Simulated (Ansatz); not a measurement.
Sn3Ge:
```cif
data_GeSn3
_chemical_formula_sum 'Ge1 Sn3'
_space_group_name_H-M_alt 'P 1'
_space_group_IT_number 1
_cell_length_a 4.47242
_cell_length_b 4.47242
_cell_length_c 6.34671
_cell_angle_alpha 90.000
_cell_angle_beta 90.000
_cell_angle_gamma 90.000
loop_
_space_group_symop_operation_xyz
  'x, y, z'
loop_
_atom_site_label
_atom_site_type_symbol
_atom_site_fract_x
_atom_site_fract_y
_atom_site_fract_z
_atom_site_occupancy
Ge1 Ge 0.00000 0.00000 0.00000 1
Sn1 Sn 0.50000 0.00000 0.23377 1
Sn2 Sn 0.50000 0.50000 0.50000 1
Sn3 Sn 0.00000 0.50000 0.76623 1
```

This is the PBEsol-relaxed structure.

Q: All from PBEsol in the plane-wave PAW code Ansatz, unless another level is named. Give the bulk modulus (Birch–Murnaghan fit).

A: 46.3 GPa.

Q: Predict the highest zone-centre frequency.

A: 6.25 THz.

Space group P-4m2. The start of the workflow was typed in or built on a structure type; neither database checked (COD, Materials Project) lists it. Its standing as an ambient phase is unchecked. Symmetry was held in the PBEsol relaxation; its stability against distortions is not shown here. As this level gives no gap, phonon frequencies hold no LO–TO term and depend on the k-mesh and smearing (Fermi–Dirac, 0.1 eV here). Scalar-relativistic: spin–orbit coupling is off unless named, which matters more the heavier the elements.

Potentials: the earlier of the program's two PAW sets. The files were generated under PBE; for other functionals the program regenerates the frozen cores, and for LDA and PBEsol the local potential too.
